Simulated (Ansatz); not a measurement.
FeTeAs in space group P2_1/c (No. 14; Fe on 4e, Te on 4e, As on 4e) at seven volumes, r²SCAN (plane waves, PAW; program Ansatz), shape and atoms relaxed at each. One row is withheld.

```json
[
 {"V (Å³/atom)": "16.308", "P (GPa)": "13.90"},
 {"V (Å³/atom)": "16.845", "P (GPa)": "8.43"},
 {"V (Å³/atom)": "17.383", "P (GPa)": "3.85"},
 {"V (Å³/atom)": "17.921", "P (GPa)": "0.00"},
 {"V (Å³/atom)": "18.458", "P (GPa)": "?"},
 {"V (Å³/atom)": "18.996", "P (GPa)": "-5.93"},
 {"V (Å³/atom)": "19.533", "P (GPa)": "-8.18"}
]
```

Fit the shown pressures and predict the withheld one.

P = (3/2)B₀(x^(7/2) − x^(5/2))[1 + (3/4)(B′ − 4)(x − 1)] with x = (V₀/V)^(2/3). Least squares on the six rows gives V₀ = 17.921 Å³/atom, B₀ = 117 GPa, B′ = 4.86. At V = 18.458, x = 0.9805 and P = -3.22 GPa. The run itself gave -3.23 GPa.

The workflow started from a Materials Project entry (that database holds measured and hypothetical structures alike); the Crystallography Open Database copy checked does not list it. Whether it is the stable phase at ambient conditions was not checked. The cell was relaxed with r²SCAN under the symmetry of its start; whether a distortion lowers the energy is not shown. The run is not spin-polarised. Scalar-relativistic: spin–orbit coupling is off unless named, which matters more the heavier the elements.

Potentials: the later of the program's two PAW sets.
